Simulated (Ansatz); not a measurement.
Every step of a relaxation of Fe (omega type)

DFT, LDA, PAW with Ansatz's default frozen-core files, scalar-relativistic (Ansatz 0.2.0); a Γ-centred 12×12×17 k mesh, Fermi–Dirac smearing of 0.1 eV, spin-polarised from start moments Fe1 2.5, Fe2 2.5, Fe3 2.5 μB. The run relaxes cell and atoms at a target pressure of 1500 GPa.

Command: `ansatz run input.yaml --threads 2 --pin off --max-ram 7168MiB --backend cpu --events-out ev --progress --plain --runs-dir out` It took 64 s on 2 threads of Arm Neoverse V2, on a shared host, peak memory 0.43 GiB.

```yaml
crystal:
  lattice:
    - [2.9059648454, 0.0, 0.0]
    - [-1.4529824227, 2.5166393786, 0.0]
    - [0.0, 0.0, 1.8016982041]
  atoms:
    - { symbol: Fe, position: [0.0, 0.0, 0.0], spin: 2.5 }
    - { symbol: Fe, position: [0.3333333333, 0.6666666667, 0.5], spin: 2.5 }
    - { symbol: Fe, position: [0.6666666667, 0.3333333333, 0.5], spin: 2.5 }
magnetization:
  spin_polarized: true
kpoints:
  mp_grid: { grid: [12, 12, 17] }
scf:
  occupations: { method: fermi_dirac, width: 0.1 }
hamiltonian:
  xc: lda
  pseudopotentials: { kind: paw }
output:
  forces: true
  stress: true
  eigenvalues: true
relax:
  f_tol: 0.005
  max_steps: 40
  cell: { p_target: 1500.0, stress_tol: 0.75 }
```

Each step lists its enthalpy F + pV a cell above the last geometry, the pressure, the cell vectors (Å), and Cartesian positions (Å) with forces (eV/Å).

The first step:

```
step 1  dH = 50.80 meV  P = 1445 GPa
  cell 2.9060 0.0000 0.0000  -1.4530 2.5166 0.0000  0.0000 0.0000 1.8017
  Fe 0.0000 0.0000 0.0000   0.0000 0.0000 0.0000
  Fe 0.0000 1.6778 0.9008   0.0000 0.0000 0.0000
  Fe 1.4530 0.8389 0.9008   0.0000 0.0000 0.0000
```

The start moments died away, and the runs ended non-magnetic. The PAW files were made under PBE. At this compression frozen-core PAW has no all-electron check here.

The symmetry of the start is kept and no stability test is made, so the end need not be the stable phase.

Question: Where does the relaxation end, and by which steps?

Answer: After 5 geometries, with conventional a, b, c = 2.907, 2.907, 1.779 Å, at 4.340 Å³/atom (-1.18 % against the start) in space group P6/mmm, with a shortest distance of 1.679 Å and a cell moment of 0.00 μB. The further steps:
```
step 2  dH = 5.23 meV  P = 1518 GPa
  cell 2.8976 0.0000 0.0000  -1.4488 2.5094 0.0000  0.0000 0.0000 1.7840
  Fe 0.0000 0.0000 0.0000   0.0000 0.0000 0.0000
  Fe 0.0000 1.6729 0.8920   0.0000 0.0000 0.0000
  Fe 1.4488 0.8365 0.8920   0.0000 0.0000 0.0000
step 3  dH = 1.12 meV  P = 1504 GPa
  cell 2.9030 0.0000 0.0000  -1.4515 2.5141 0.0000  0.0000 0.0000 1.7826
  Fe 0.0000 0.0000 0.0000   0.0000 0.0000 0.0000
  Fe 0.0000 1.6761 0.8913   0.0000 0.0000 0.0000
  Fe 1.4515 0.8380 0.8913   0.0000 0.0000 0.0000
step 4  dH = 0.09 meV  P = 1499 GPa
  cell 2.9072 0.0000 0.0000  -1.4536 2.5177 0.0000  0.0000 0.0000 1.7793
  Fe 0.0000 0.0000 0.0000   0.0000 0.0000 0.0000
  Fe 0.0000 1.6785 0.8896   0.0000 0.0000 0.0000
  Fe 1.4536 0.8392 0.8896   0.0000 0.0000 0.0000
step 5  dH = 0.00 meV  P = 1500 GPa
  cell 2.9074 0.0000 0.0000  -1.4537 2.5179 0.0000  0.0000 0.0000 1.7787
  Fe 0.0000 0.0000 0.0000   0.0000 0.0000 0.0000
  Fe 0.0000 1.6786 0.8894   0.0000 0.0000 0.0000
  Fe 1.4537 0.8393 0.8894   0.0000 0.0000 0.0000
step 6  dH = 4.91 meV  P = 1500 GPa  (same geometry on a basis chosen anew; earlier energies don't compare to the last digit)
  cell 2.9074 0.0000 0.0000  -1.4537 2.5179 0.0000  0.0000 0.0000 1.7787
  Fe 0.0000 0.0000 0.0000   0.0000 0.0000 0.0000
  Fe 0.0000 1.6786 0.8894   0.0000 0.0000 0.0000
  Fe 1.4537 0.8393 0.8894   0.0000 0.0000 0.0000
```
